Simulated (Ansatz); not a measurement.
This RbBr3 structure is the end of a relaxation. The cell was found from a structure generator's guess, not taken from experiment.

Computed with Ansatz 0.2.0, DFT PBE, scalar-relativistic, plane waves, PAW. Cutoff 420 eV, Γ-centred mesh, Gaussian smearing, no spin polarisation.

```xyz
4
Lattice="3.2960 1.9029 3.8803 -3.2960 1.9029 3.8803 0.0000 -3.8059 3.8803" Properties=species:S:1:pos:R:3 pbc="T T T"
Rb    0.0000    0.0000    5.8205
Br    0.0000   -1.9029    1.9402
Br    1.6480    0.9515    1.9402
Br   -1.6480    0.9515    1.9402
```

The zero of energy is the elements' standard structures at the same level; no fitted shifts are applied. The references include crystalline Br.

Task: Find its symmetry and describe it.

Result: R-3m (No. 166). Conventional cell: a = 6.592 Å, c = 11.641 Å. Rb is surrounded by 6 Br at 3.30 Å; around Br lie 4 Br at 3.30 Å and 2 Rb at 3.30 Å.

Task: How far does it lie from the elements in energy?

Result: −0.63 eV/atom. Whether it is stable depends on the other phases of the system, which aren't compared here.

Task: Is it a metal?

Result: Yes, bands cross the Fermi level on the 12×12×12 mesh.

The last run used a 12×12×12 mesh for its 4-atom cell and Gaussian smearing of 0.10 eV. The reference form of Br is held partly by dispersion forces, which this level lacks. A structure relaxed within its symmetry needn't be a true minimum.
